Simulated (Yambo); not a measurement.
Yambo run on Si (space group P6_3/mmc, No. 194). The wavefunctions are LDA (Quantum ESPRESSO, PseudoDojo norm-conserving, 32 Ry, no spin-orbit coupling) ones on a 6×6×2 mesh (8 occupied bands); a = 3.7993 Å, b = 3.7993 Å, c = 6.2738 Å, α = 90.00°, β = 90.00°, γ = 120.00°.

Yambo input:

```
rim_cut
HF_and_locXC
RandQpts= 1000000
RandGvec= 1 Ry
EXXRLvcs= 32 Ry
VXCRLvcs= 128 Ry
% QPkrange
 1 | 1 | 8 | 9 |
 7 | 7 | 8 | 9 |
%
```

k points by index: 1 = Γ, 7 = M.

The o-*.hf file then holds:

```
#    K-point    Band    Eo [eV]    Ehf [eV]    Vxc [eV]    Vnlxc [eV]
#
    1    8    0.000000    -1.418827    -11.41745    -12.83627
    1    9    0.985210    4.952543    -10.18323    -6.215895
    7    8    -1.465769    -3.503337    -11.05804    -13.09560
    7    9    0.272559    4.039333    -9.239255    -5.472480
```
Exchange alone, without screening.

Geometry relaxed with LDA.

This is not the ordinary phase of the substance; no match was found in the copy of COD used, and its stability was not checked.
